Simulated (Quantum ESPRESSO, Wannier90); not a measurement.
**Wannier functions of MoS2 (P6₃/mmc, 2Ha stacking, metal over metal as in NbS2)**

```
MoS2
1.0
    3.18543     0.00000     0.00000
   -1.59271     2.75866     0.00000
    0.00000     0.00000    13.17839
Mo S
2 4
Direct
  0.00000   0.00000   0.25000
  0.00000   0.00000   0.75000
  0.33333   0.66667   0.36774
  0.66667   0.33333   0.63226
  0.66667   0.33333   0.86774
  0.33333   0.66667   0.13226
```

Cell from Materials Project (mp-1018809), symmetrised, no further relaxation. COD (Crystallography Open Database) has the formula in 3 space groups, this one among them (matched by group alone). Level: PBEsol, no spin polarisation, no spin-orbit coupling; pw.x of Quantum ESPRESSO at 64 Ry with PseudoDojo potentials, 6×6×4 k-points, Wannier90. Density: 12×12×4 mesh, cold smearing 0.01 Ry. The cell is built of weakly bound layers, chains or molecules, whose nearest atoms lie 3.94 Å apart. Database cells relaxed without dispersion often hold them too far apart, which can enlarge gaps and weakens couplings between them; spacing and stacking were not compared with the measured crystal.

The plane-wave run has 50 bands and 52 electrons a cell. On the energy scale of pw.x, whose zero is arbitrary, the valence-band maximum lies at 9.54 eV.

Isolated groups of bands, relative to the valence-band maximum (bands from 35 on overlap up to the last one computed):

```csv
bands,from (eV),to (eV),filling,weight on atomic waves
1–2,-61.30,-61.26,filled,Mo 4s 96 %
3–8,-35.63,-35.25,filled,Mo 4p 98 %
9–12,-14.67,-12.38,filled,"S 3s 78 %, Mo 4d 11 %, Mo 5s 8 %"
13–26,-6.46,0.00,filled,"S 3p 60 %, Mo 4d 34 %"
27–34,1.10,4.40,empty,"Mo 4d 56 %, S 3p 37 %"
```

Input w.win, without the blocks of cell, atoms and k-points (144 lines):

```
num_bands = 37
num_wann = 22
exclude_bands = 1-12
num_iter = 400
conv_tol = 1.0e-6
conv_window = 4
dis_num_iter = 600
dis_conv_tol = 1.0e-6
dis_froz_max = 12.15
write_hr = true
write_u_matrices = true
begin projections
Mo: d
S: p
end projections
mp_grid = 6 6 4
```

### Question
This input has a fault. Which, and what does the program do?

### Answer
wannier90.x stops with:
```
w90_wannier90_readwrite_read: mismatch in w.eig
```
num_bands differs from the number of bands in the files, which is the number computed minus those excluded. Mended as below, all else unchanged, the run goes through (Ω_I = 32.7 Å²) and follows the plane-wave bands to 5.7 meV rms (states up to 2.1 eV relative to the valence-band maximum).
```
num_bands = 38
```
